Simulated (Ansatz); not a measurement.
AlInN2:
```
CELL_PARAMETERS angstrom
     -2.34917     2.34917     4.60295
      2.34917    -2.34917     4.60295
      2.34917     2.34917    -4.60295
ATOMIC_POSITIONS crystal
  Al 0.75000 0.25000 0.50000
  Al 0.00000 0.00000 0.00000
  In 0.25000 0.75000 0.50000
  In 0.50000 0.50000 0.00000
  N  0.67222 0.12500 0.04722
  N  0.87500 0.92222 0.54722
  N  0.07778 0.62500 0.95278
  N  0.37500 0.32778 0.45278
```

Relaxed with PBEsol. Special points in fractions of this cell's reciprocal vectors: Γ (0.000, 0.000, 0.000); X (0.000, 0.000, 0.500); P (0.250, 0.250, 0.250); N (0.000, 0.500, 0.000); M (0.500, 0.500, -0.500); S (0.315, 0.685, -0.315); S0 (-0.315, 0.315, 0.315); R (-0.130, 0.130, 0.500); G (0.500, 0.500, -0.130).

### Question
List the band energies nearest the valence-band maximum at these points for PBEsol with spin–orbit coupling (plane waves, PAW; program Ansatz).

### Answer
In eV from the valence-band maximum; about four levels below and three above (degenerate sets whole), none deeper than 8.9 eV; points with the same levels are listed once.

```json
[
 {"k": "Γ", "below": "-0.12 -0.12 0.00 0.00", "above": "1.37 1.37 2.98 2.98"},
 {"k": "X", "below": "-0.38 -0.38 -0.38 -0.38", "above": "4.23 4.23 4.24 4.24"},
 {"k": "P", "below": "-0.41 -0.37 -0.35 -0.35", "above": "4.37 4.37 4.38 4.38"},
 {"k": "N", "below": "-0.81 -0.81 -0.51 -0.51", "above": "4.44 4.44 4.58 4.58"},
 {"k": "M", "below": "-0.83 -0.83 -0.83 -0.83", "above": "3.60 3.60 3.60 3.60"},
 {"k": "S", "below": "-0.66 -0.65 -0.36 -0.31", "above": "4.02 4.02 4.91"},
 {"k": "R", "below": "-0.55 -0.55 -0.50 -0.50", "above": "4.31 4.31 4.33 4.33"}
]
```

Space group I-42d (chalcopyrite). The first step of the workflow began from a Materials Project structure, measured or hypothetical; the Crystallography Open Database copy checked does not list it. Its standing as an ambient phase is unchecked. Symmetry was held in the PBEsol relaxation; its stability against distortions is not shown here.

Potentials: the later of the program's two PAW sets.
